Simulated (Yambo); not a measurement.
# How GW settings move the gap: SrAlSiH

G0W0@PBEsol for SrAlSiH (space group P3m1, No. 156) in Yambo. Reference settings: 3×3×2 Γ-centred k mesh, 136 bands and a 8 Ry block in the screening, 136 bands in G with the Bruneval-Gonze terminator, plasmon pole fitted at 27.2 eV. The PBEsol gap A → (0, 0.333, 0) on this mesh is 0.81 eV; G0W0 gaps are taken between the same points.

```
change from the reference     G0W0 gap A → (0, 0.333, 0) (eV)  shift of the valence edge (eV)        rough Yambo cost
----------------------------  -------------------------------  ------------------------------  ----------------------
reference settings                                       1.36                           -0.58                       1
47 bands in W, 47 bands in G                             1.34                           -0.30               about 1/3
85 bands in W, 85 bands in G                             1.35                           -0.50  within a factor of two
47 bands in G                                            1.36                           -0.52                       –
85 bands in G                                            1.36                           -0.57                       –
58 bands in W                                            1.34                           -0.42  within a factor of two
2 Ry block                                               1.19                           -0.17               about 1/2
3 Ry block                                               1.23                           -0.35  within a factor of two
7 Ry block                                               1.34                           -0.55  within a factor of two
pole fitted at 40 eV                                     1.37                           -0.64                       –
no random integration                                    1.34                           -0.40                       –
47 bands in G, no terminator                             1.30                           -0.17                       –
85 bands in G, no terminator                             1.33                           -0.42                       –
no terminator                                            1.35                           -0.52                       –
```

The reference isn't shown to be the converged limit. Costs are rough (shared machines), scaled to the same edge states, and given only for runs that recompute the screening. The mesh misses a band edge: along a dense path the PBEsol gap is 0.41 eV against 0.81 eV on the mesh.

Geometry relaxed with PBEsol; primitive cell a = b = 4.2069 Å, c = 4.7856 Å, α = β = 90.00°, γ = 120.00°.

The structure is a Materials Project entry; no match was found in the copy of COD used, and its stability was not checked.

A shift is the quasiparticle energy of the state minus its PBEsol energy.
